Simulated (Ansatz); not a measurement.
ReTe2:
```
ReTe2
1.0
    1.69264     0.97725     6.90572
   -1.69264     0.97725     6.90572
    0.00000    -1.95450     6.90572
Re Te
1 2
Direct
  0.00000   0.00000   0.00000
  0.24218   0.24218   0.24218
  0.75782   0.75782   0.75782
```

Relaxed with PBE+D3(BJ). Special points in fractions of this cell's reciprocal vectors: Γ (0.000, 0.000, 0.000); T (0.500, 0.500, 0.500); H2 (0.820, 0.180, 0.500); H0 (0.500, -0.180, 0.180); L (0.500, 0.000, 0.000); S0 (0.340, -0.340, 0.000); S2 (0.660, 0.000, 0.340); F (0.500, 0.000, 0.500).

Task: List the band energies nearest the Fermi level at these points for the program Ansatz at the PBE+D3(BJ) level (PAW).

Result: In eV from the Fermi level; about four levels below and three above (degenerate sets whole), none deeper than 8.9 eV; points with the same levels are listed once.

```csv
k,below,above
Γ,-2.80 -1.60 -1.44 -1.44,1.64 1.64 3.34 3.34
T,-3.00 -3.00 -1.54 -1.44 -1.44,1.33 1.33 3.69 3.69
H2,-3.73 -3.49 -1.02 -0.25,0.06 1.88 1.91
L,-3.56 -2.93 -2.82 -0.66,0.38 0.65 1.73
S0,-3.84 -3.47 -1.01 -0.22,0.03 1.64 2.10
F,-3.43 -3.13 -3.02 -1.19,0.27 0.38 1.92
```

Space group R-3m. The cell is a constructed one: a structure type filled with these elements; neither database checked (COD, Materials Project) lists it. Whether it is the stable phase at ambient conditions was not checked. The cell was relaxed with PBE+D3(BJ) under the symmetry of its start; its stability against distortions is not shown here. The run is not spin-polarised. With an odd number of electrons in the cell and no spin polarisation, the count alone makes it a metal. Spin–orbit coupling is left out wherever it is not named.

Potentials: the later of the program's two PAW sets.
